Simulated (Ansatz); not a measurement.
Be2C:
```cif
data_C4Be8
_chemical_formula_sum 'Be8 C4'
_space_group_name_H-M_alt 'Fm-3m'
_space_group_IT_number 225
_space_group_name_Hall '-F 4 2 3'
_cell_length_a 4.32844
_cell_length_b 4.32844
_cell_length_c 4.32844
_cell_angle_alpha 90.000
_cell_angle_beta 90.000
_cell_angle_gamma 90.000
loop_
_atom_site_label
_atom_site_type_symbol
_atom_site_symmetry_multiplicity
_atom_site_Wyckoff_symbol
_atom_site_fract_x
_atom_site_fract_y
_atom_site_fract_z
_atom_site_occupancy
Be1 Be 8 c 0.25000 0.25000 0.25000 1
C1 C 4 a 0.00000 0.00000 0.00000 1
```
(The calculation used a cell of 3 atoms; values per cell refer to that cell.)

Relaxed with PBE.

Question: Tabulate the valence density and the electron localisation function along the shortest Be–C contact (1.87 Å), DFT-PBE in the program Ansatz with PAW potentials.

Answer: 

| distance from Be (Å) | density (e/Å³) | ELF |
|---|---|---|
| 0.19 | 0.10 | 0.00 |
| 0.28 | 0.15 | 0.01 |
| 0.37 | 0.21 | 0.05 |
| 0.47 | 0.28 | 0.19 |
| 0.56 | 0.34 | 0.42 |
| 0.66 | 0.40 | 0.63 |
| 0.75 | 0.46 | 0.75 |
| 0.84 | 0.53 | 0.80 |
| 0.94 | 0.62 | 0.83 |
| 1.03 | 0.74 | 0.83 |
| 1.12 | 0.90 | 0.82 |
| 1.22 | 1.09 | 0.80 |
| 1.31 | 1.31 | 0.73 |
| 1.41 | 1.52 | 0.62 |
| 1.50 | 1.68 | 0.43 |
| 1.59 | 1.78 | 0.21 |
| 1.69 | 1.80 | 0.07 |

The density is the valence pseudo-density with augmentation charge, so density and ELF within about 1 Å of a nucleus are not all-electron values.

The cell was relaxed with PBE under the symmetry of its start; phonons on a q-mesh show no instability.

Potentials: the later of the program's two PAW sets.
